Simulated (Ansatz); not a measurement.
## What DFT gives for NaGePO$_{5}$

```xyz
16
Lattice="3.2505 4.3009 0.0000 3.2505 -4.3009 0.0000 2.9130 0.0000 -6.3479" Properties=species:S:1:pos:R:3 pbc="T T T"
O     3.9788   -3.6377   -1.5870
O     5.4352    3.6377   -4.7609
O     6.1896   -0.5531   -3.6691
O     4.6809   -0.5531   -5.8527
O     3.2244    0.5531   -2.6788
O     4.7331    0.5531   -0.4951
P     0.0000    0.0000    0.0000
P     1.4565    0.0000   -3.1739
Na    3.9788   -1.4434   -1.5870
Na    5.4352    1.4434   -4.7609
Ge    5.4352   -1.6025   -4.7609
Ge    3.9788    1.6025   -1.5870
O     6.5357   -2.5651   -5.6147
O     4.3348   -2.5651   -3.9071
O     2.8783    2.5651   -0.7332
O     5.0792    2.5651   -2.4408
```

Level: r2SCAN, no spin polarisation; 500 eV; 5×5×4 Γ-centred mesh; tetrahedron occupations; Ansatz 0.2.0, fixed geometry.

Give the Bader charges.

Bader charges in e: Na +0.89, Ge +2.57, P +2.96, O -1.30 to -1.26. In the mean P gives up most and O takes most.

Where is the largest force?

The largest is on O14 (and as large on other atoms): 4.65 eV/Å, components (-1.12, -3.79, 2.45). It makes 152° with the line to a nearest neighbour, Ge11 at 1.69 Å, pointing away from it.

What does the stress say?

The pressure is -11.8 GPa (compression positive), so with the atoms held at these fractions the cell would first shrink; the forces are large, so a full relaxation may end otherwise. The principal stresses -13.8, -11.0, -10.7 GPa differ, so its shape would change too.

What do density and ELF say about some of the short contacts?

O–Ge at 1.69 Å: least valence density 1.20 e/Å³ and ELF 0.46 there. O–Na at 2.19 Å: least valence density 0.20 e/Å³ and ELF 0.03 there, a closed-shell (ionic or weak) contact. O–P at 1.87 Å is left out, since its least density falls inside a PAW sphere. These are pseudo-fields; inside the PAW spheres they differ from the all-electron ones.

What is the character of the valence top and the conduction bottom?

Within 0.7 eV of the edges, the states project mainly on O p (97 %) below the gap and on O p (46 %) and P s (33 %) above it.

Metal or insulator? Give the gap.

The gap on the k mesh is 1.97 eV; the mesh may miss the band edges, so the true gap of this level can be smaller.

Is it stable against the elements?

-1.63 eV an atom against the elements' usual phases (free molecules for gases, crystals otherwise, with no correction for O₂ or N₂), so it is bound against them; other compounds may still compete. Relaxing would lower it.

Origin: a known structure type with other elements, at an estimated volume, so it need not be a known compound. Caveats: empty levels are not fully converged; an odd or shifted mesh can miss the band edges, so this level's true gap may be smaller; atoms or cell far from equilibrium; forces and stress under tetrahedra may miss the slope of the energy.
